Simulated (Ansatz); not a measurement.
**Equation of state of NbZn₃ from a dense series**

```xyz
4
Lattice="3.9340 0.0000 0.0000 0.0000 3.9340 0.0000 0.0000 0.0000 3.9340" Properties=species:S:1:pos:R:3 pbc="T T T"
Nb    0.0000    0.0000    0.0000
Zn    0.0000    1.9670    1.9670
Zn    1.9670    0.0000    1.9670
Zn    1.9670    1.9670    0.0000
```

Atom numbers follow the list: Nb1, Zn2, Zn3, Zn4.

The cell comes from COD entry 2310977, which wasn't checked; take it as a given geometry.

Spin polarisation is left out, and whether a magnetic state lies lower isn't shown here.

Method: DFT, PBEsol, all-electron LAPW, scalar-relativistic in Ansatz 0.2.0.

The runs use a Γ-centred 10×10×10 k mesh, Fermi–Dirac smearing of 0.05 eV, basis error target 1 meV/atom, no spin polarisation.

The cell is scaled evenly. Fractional coordinates are held (clamped ions).

| V (Å³/atom) | P (GPa) |
| --- | --- |
| 14.308 | 2.73 |
| 14.612 | -0.32 |
| 14.917 | -3.03 |
| 15.069 | -4.27 |
| 15.221 | -5.44 |
| 15.373 | -6.55 |
| 15.525 | -7.59 |
| 15.830 | -9.49 |

Question: Fit a third-order Birch–Murnaghan curve to the pressures.

Answer: P = (3B0/2)(y^(7/2) − y^(5/2))[1 + (3/4)(B0′ − 4)(y − 1)] with y = (V0/V)^(2/3) fits within 0.01 GPa for V0 = 14.579 Å³/atom, B0 = 139.4 GPa and B0′ = 4.63.

Question: Predict the pressure at the withheld volume, 16.134 Å³/atom.

Answer: There y = 0.9346, so the fit gives -11.19 GPa; the run gave -11.17 GPa.
